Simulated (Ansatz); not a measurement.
# What DFT gives for Cs₂PdI₆

```xyz
9
Lattice="-4.4975 4.4975 4.6241 4.4975 -4.4975 4.6241 4.4975 4.4975 -4.6241" Properties=species:S:1:pos:R:3 pbc="T T T"
Pd    0.0000    0.0000    0.0000
Cs    0.0000    4.4975    2.3120
Cs    4.4975    0.0000    2.3120
I     2.6426    2.6426    4.6241
I    -2.6426    2.6426    4.6241
I     1.8548    1.8548    0.0000
I     2.6426   -2.6426    4.6241
I     0.0000    0.0000    6.0119
I     0.0000    0.0000    3.2363
```

Level: r2SCAN, no spin polarisation; 500 eV; 4×4×4 Γ-centred mesh; gaussian occupations (width 0.0648 eV); Ansatz 0.2.0, fixed geometry.

Electronic structure: The gap is 0.90 eV, indirect (the least direct gap found is 1.13 eV). A semilocal functional usually gives too small a gap.
Contacts: Pd–I at 2.62 Å: least valence density 0.47 e/Å³ and ELF 0.40 there. I–I at 2.78 Å: least valence density 0.45 e/Å³ and ELF 0.61 there. Cs–I at 3.97 Å: least valence density 0.05 e/Å³ and ELF 0.04 there, a closed-shell (ionic or weak) contact. These are pseudo-fields; inside the PAW spheres they differ from the all-electron ones.
Charges: Bader charges in e: Cs +0.83, Pd +0.17, I -0.40 to -0.11. In the mean Cs gives up most and I takes most.
Stress: The pressure is 0.8 GPa (compression positive), so with the atoms held at these fractions the cell would first expand.
Formation energy: -0.92 eV an atom against the elements' usual phases (free molecules for gases, crystals otherwise, with no correction for O₂ or N₂), so it is bound against them; other compounds may still compete. Relaxing would lower it.

Origin: a database entry at a rescaled volume. Caveats: no spin-orbit coupling, which can shift this gap by tenths of an eV.
